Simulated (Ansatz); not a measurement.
VW:
```yaml
crystal:
  lattice:
    - [1.53954, -2.22272, 0.00000]
    - [1.53954, 2.22272, 0.00000]
    - [0.00000, 0.00000, 4.26337]
  atoms:
    - { symbol: V, position: [0.00000, 0.00000, 0.00000] }
    - { symbol: W, position: [0.50000, 0.50000, 0.50000] }
```

Relaxed with r²SCAN. Special points in fractions of this cell's reciprocal vectors: Γ (0.000, 0.000, 0.000); Y (-0.500, 0.500, 0.000); C0 (-0.370, 0.630, 0.000); Σ0 (0.370, 0.370, 0.000); Z (0.000, 0.000, 0.500); A0 (0.370, 0.370, 0.500); E0 (-0.370, 0.630, 0.500); T (-0.500, 0.500, 0.500); S (0.000, 0.500, 0.000); R (0.000, 0.500, 0.500).

### Question
List the band energies nearest the Fermi level at these points for the program Ansatz at the r²SCAN level (PAW).

### Answer
In eV from the Fermi level; about four levels below and three above (degenerate sets whole), none deeper than 8.9 eV; points with the same levels are listed once.

```
k                     below           above
--  -----------------------  --------------
Γ   -4.69 -2.31 -0.31 -0.03  0.41 1.78 2.37
Y   -5.38 -4.33 -3.74 -2.18  1.02 2.84 3.48
C0  -3.46 -3.09 -2.31 -0.59  2.28 2.50 3.01
Z   -1.83 -0.87 -0.29 -0.03  1.64 1.83 2.35
A0  -2.26 -1.74 -1.64 -1.22  2.83 2.89 3.49
T   -4.54 -3.39 -2.09 -1.60  0.25 0.55 1.20
S   -2.30 -1.76 -1.04 -0.54  1.93 2.78 3.01
R   -5.05 -4.73 -2.40 -1.53  1.19 1.63 2.43
```

Space group Cmmm. The first step of the workflow began from a Materials Project structure, measured or hypothetical; the Crystallography Open Database copy checked does not list it. With V and W taken as one species the cell has the higher symmetry Im-3m, so it may be an ordered model of a mixed-site phase. Whether it is the stable phase at ambient conditions was not checked. Symmetry was held in the r²SCAN relaxation; whether a distortion lowers the energy is not shown. No spin polarisation was allowed. Scalar-relativistic: spin–orbit coupling is off unless named, which matters more the heavier the elements.

Potentials: the later of the program's two PAW sets.
